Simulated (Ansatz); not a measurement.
The calculation used Ansatz, DFT, LDA (PW92), plane waves (420 eV) with PAW, scalar-relativistic. The PAW files were generated under PBE, with cores re-solved for the functional.

An element in the omega (AlB2-type) structure gives this curve. The cell is scaled uniformly from the relaxed one, with fractional coordinates and shape fixed. Energies are extrapolated to zero smearing, pressures are those at the given smearing. Magnetic state: spin not included.

```
V (Å³/atom)  E − E₀ (meV/atom)  P (GPa)
     12.734              180.8    38.72
     13.313               72.6    22.51
     13.892               16.2     9.90
     14.471                0.0     0.11
     15.049               15.0    -7.48
     15.628               54.2   -13.34
     16.207              112.0   -17.82
```

Question: Which element is it?
A. zinc
B. platinum
C. palladium
D. titanium

Answer: C. Its fit is V₀ = 14.46 Å³/atom, B₀ = 216 GPa, B₀′ = 5.4.
